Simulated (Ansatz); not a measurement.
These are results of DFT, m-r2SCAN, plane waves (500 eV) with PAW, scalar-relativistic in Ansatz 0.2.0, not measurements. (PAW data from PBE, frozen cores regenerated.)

An element in the dhcp structure gives this curve. The cell is scaled uniformly from the relaxed one, with fractional coordinates and shape fixed. Energies are extrapolated to zero smearing, pressures are those at the given smearing. Magnetic state: ferromagnetic.

```json
{"V (Å³/atom)": "9.205", "E − E₀ (meV/atom)": "136.6", "P (GPa)": "39.40", "sphere moment (μB)": "0.62"}
{"V (Å³/atom)": "9.623", "E − E₀ (meV/atom)": "56.0", "P (GPa)": "23.18", "sphere moment (μB)": "0.64"}
{"V (Å³/atom)": "10.042", "E − E₀ (meV/atom)": "13.0", "P (GPa)": "10.36", "sphere moment (μB)": "0.65"}
{"V (Å³/atom)": "10.460", "E − E₀ (meV/atom)": "0.0", "P (GPa)": "0.21", "sphere moment (μB)": "0.67"}
{"V (Å³/atom)": "10.878", "E − E₀ (meV/atom)": "10.5", "P (GPa)": "-7.82", "sphere moment (μB)": "0.68"}
{"V (Å³/atom)": "11.297", "E − E₀ (meV/atom)": "39.8", "P (GPa)": "-14.15", "sphere moment (μB)": "0.69"}
{"V (Å³/atom)": "11.715", "E − E₀ (meV/atom)": "83.6", "P (GPa)": "-19.12", "sphere moment (μB)": "0.71"}
```

**Question.** Which element is it?
A. rhodium
B. platinum
C. ruthenium
D. nickel

**Answer.** D. Its fit is V₀ = 10.47 Å³/atom, B₀ = 224 GPa, B₀′ = 4.9.

m-r²SCAN is r²SCAN on the gauge-invariant kinetic-energy density; without spin polarisation the two are equal.
